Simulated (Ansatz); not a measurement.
Starting cell, Ge (diamond):

```yaml
crystal:
  lattice:
    - [0.00000, 2.83729, 2.83729]
    - [2.83729, 0.00000, 2.83729]
    - [2.83729, 2.83729, 0.00000]
  atoms:
    - { symbol: Ge, position: [0.00000, 0.00000, 0.00000] }
    - { symbol: Ge, position: [0.25000, 0.25000, 0.25000] }
```

In each cell atom 1 (Ge, nearest neighbour Ge at 2.457 Å; its periodic images, 4.0 Å or more away, move with it) moves by s·(-0.577, -0.577, 0.577) (towards the nearest neighbour), the rest being held.

These are r2SCAN (plane waves to 500 eV, PAW, scalar-relativistic; Ansatz, a quantum-chemistry and plane-wave program) values and carry that method's errors. k mesh 8×8×8 (Γ-centred), Fermi-Dirac smearing 0.05 eV. E stands for the smeared free energy. Stress and pressure are positive under compression. As the smearing reaches across the gap at some points, energies and forces of such displacements shift with the k mesh and the smearing. Ge was relaxed with its symmetry unable to fall. The zero of ΔE is the undisplaced structure.

```csv
s (Å),P (GPa),ΔE (meV/cell)
-0.250,1.6,?
-0.200,1.1,185
-0.150,0.7,?
-0.100,0.3,52
-0.050,0.1,?
0.000,0.0,0
0.050,0.1,?
0.100,0.4,64
0.150,0.9,149
0.200,1.6,277
0.250,2.8,450
```

### Question
What belongs in the gaps?

### Answer

- -0.250, ΔE (meV/cell): 272
- -0.150, ΔE (meV/cell): 111
- -0.050, ΔE (meV/cell): 14
- 0.050, ΔE (meV/cell): 15

(For displaced atoms, the force is minus the slope of the energy, and its curvature is a force constant, which sets phonon frequencies.)
